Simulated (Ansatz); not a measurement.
A geometry of ScOF away from equilibrium: step 2 of the relaxation of a relaxed ScOF cell displaced along its unstable phonon at q = (½, ½, 0) of its primitive reciprocal cell (121i cm⁻¹), largest move 0.15 Å. These are PBEsol (plane waves to 420 eV, PAW, scalar-relativistic; Ansatz, a first-principles code) values and carry that method's errors. Γ-centred k-mesh 7×7×4 on the run's cell (coarser than for final values), Fermi–Dirac smearing 0.05 eV.

```
CELL_PARAMETERS angstrom
      6.43743     0.02496     0.00000
      3.23119     3.23119     0.00000
      0.00000     0.00000     5.58454
ATOMIC_POSITIONS crystal
  Sc 0.25482 0.00666 0.26937
  Sc 0.74518 0.99334 0.26937
  Sc 0.75482 0.48369 0.73063
  Sc 0.24518 0.51631 0.73063
  O  0.23847 0.97977 0.63522
  O  0.76153 0.02023 0.63522
  O  0.73847 0.54329 0.36478
  O  0.26153 0.45671 0.36478
  F  0.00000 0.00000 0.02166
  F  0.50000 0.00000 0.97834
  F  0.00000 0.50000 0.99070
  F  0.50000 0.50000 0.00930
```

Question: What forces act on the atoms (eV/Å)?

Answer: 
| atom | Fx | Fy | Fz |
|---|---|---|---|
| Sc1 | 0.03 | 0.02 | 0.12 |
| Sc2 | -0.03 | -0.02 | 0.12 |
| Sc3 | -0.02 | -0.03 | -0.12 |
| Sc4 | 0.02 | 0.03 | -0.12 |
| O5 | -0.10 | -0.03 | -0.18 |
| O6 | 0.10 | 0.03 | -0.18 |
| O7 | 0.03 | 0.10 | 0.18 |
| O8 | -0.03 | -0.10 | 0.18 |
| F9 | 0.00 | 0.00 | 0.04 |
| F10 | 0.00 | 0.00 | -0.04 |
| F11 | 0.00 | 0.00 | -0.03 |
| F12 | 0.00 | 0.00 | 0.03 |

Question: What is the pressure?

Answer: +0.2 GPa, compression positive.

No spin polarisation in the result.

The run could not lose the symmetry of its start: the end is stationary, and may be a saddle point rather than a minimum.

Of the parent cell (P4/nmm (No. 129)): The first start was generated by placing the elements on the sites of a structure type. Materials Project lists a structure of ScOF in the same space group, P4/nmm (No. 129); the sites were not compared with it, nor with measured phases.

The end of the path is a generated cell of ScOF: the first start was made by placing the elements on the sites of a structure type, and the end was not matched to a known phase here, so it may be hypothetical.
